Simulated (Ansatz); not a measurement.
Relaxed BN (h-BN type, space group P6_3/mmc):

```yaml
crystal:
  lattice:
    - [2.50580, 0.00000, 0.00000]
    - [-1.25290, 2.17009, 0.00000]
    - [0.00000, 0.00000, 6.61621]
  atoms:
    - { symbol: B, position: [0.33333, 0.66667, 0.25000] }
    - { symbol: B, position: [0.66667, 0.33333, 0.75000] }
    - { symbol: N, position: [0.33333, 0.66667, 0.75000] }
    - { symbol: N, position: [0.66667, 0.33333, 0.25000] }
```

In each cell atom 1 (B, nearest neighbour N at 1.447 Å; its periodic images, 2.5 Å or more away, move with it) moves by s·(0.000, 0.000, 1.000) (along Cartesian z), the rest being held.

The numbers are results of PBE-D3(BJ) (plane waves to 420 eV, PAW, scalar-relativistic; Ansatz, a program for electronic structure), not measurements. k mesh 12×12×4 (Γ-centred), Fermi-Dirac smearing 0.05 eV. Energies are smeared free energies. BN was relaxed with its symmetry unable to fall. The PAW data are Ansatz's earlier set. The zero of ΔE is the undisplaced structure.

```tsv
s (Å)	ΔE (meV/cell)
-0.290	567
-0.232	362
-0.174	203
-0.116	withheld
-0.058	22
0.000	0
0.058	22
0.116	withheld
0.174	203
0.232	362
0.290	567
```

Task: Fit an even polynomial form (powers 2, 4) to the given rows and predict ΔE at s = 0.116.

Result: Least squares on the 9 given rows: ΔE = (6687)·s² + (655.8)·s⁴, in meV/cell with s in Å; root-mean-square residual 0.3 meV/cell. At 0.116 the fit gives 90 meV/cell; the calculation gives 90 meV/cell, the same to the digits shown. The quadratic term alone would give 90 meV/cell.

(For displaced atoms, the force is minus the slope of the energy, and its curvature is a force constant, which sets phonon frequencies.)
